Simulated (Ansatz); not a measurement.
The relaxed structure here is a generated cell of BaF2: the first start was made by a random draw of sites in a space group, and the end was not matched to a known phase here, so it may be hypothetical. Known forms of BaF2 include space group No. 225.

A relaxed structure of BaF$_{2}$. Space group P4/mmm (No. 123). Calculation: PBEsol (plane waves to 420 eV, PAW, scalar-relativistic; Ansatz, a first-principles code).

```cif
data_BaF2
_chemical_formula_sum 'Ba1 F2'
_space_group_name_H-M_alt 'P 1'
_space_group_IT_number 1
_cell_length_a 3.82493
_cell_length_b 3.82493
_cell_length_c 4.84234
_cell_angle_alpha 90.000
_cell_angle_beta 90.000
_cell_angle_gamma 90.000
loop_
_space_group_symop_operation_xyz
  'x, y, z'
loop_
_atom_site_label
_atom_site_type_symbol
_atom_site_fract_x
_atom_site_fract_y
_atom_site_fract_z
_atom_site_occupancy
Ba1 Ba 0.50000 0.50000 0.50000 1
F1 F 0.50000 0.50000 0.00000 1
F2 F 0.00000 0.00000 0.50000 1
```

Volume per atom: 23.61 Å³
Density: 4.11 g/cm³
Band gap: 4.68 eV, direct within 0.03 eV (at Γ) (no spin-orbit coupling)
Smallest direct gap: 4.69 eV at Γ
Shortest distances: Ba–F 2.42 Å
k-mesh: 9×9×7

Band energies at high-symmetry points (eV from the VBM; labels of this space group; no spin-orbit coupling), from −5 eV up to 6.9 eV:

```json
[
 {"point": "Γ", "energies": "-1.75 -1.75 -1.66 -0.67 -0.67 -0.01 4.68 5.32"},
 {"point": "X", "energies": "-2.60 -2.55 -1.79 -1.00 -0.64 -0.02 6.70"},
 {"point": "M", "energies": "-1.68 -1.46 -1.46 -0.91 -0.91 0.00 6.69 6.69"},
 {"point": "Z", "energies": "-1.97 -1.74 -1.74 -1.69 -0.85 -0.85 4.80 6.50"},
 {"point": "R", "energies": "-2.64 -2.55 -2.10 -1.87 -0.95 -0.81"},
 {"point": "A", "energies": "-1.89 -1.72 -1.44 -1.44 -1.19 -1.19"}
]
```

No spin polarisation in the result.

The run could not lose the symmetry of its start: the end is stationary, and may be a saddle point rather than a minimum.
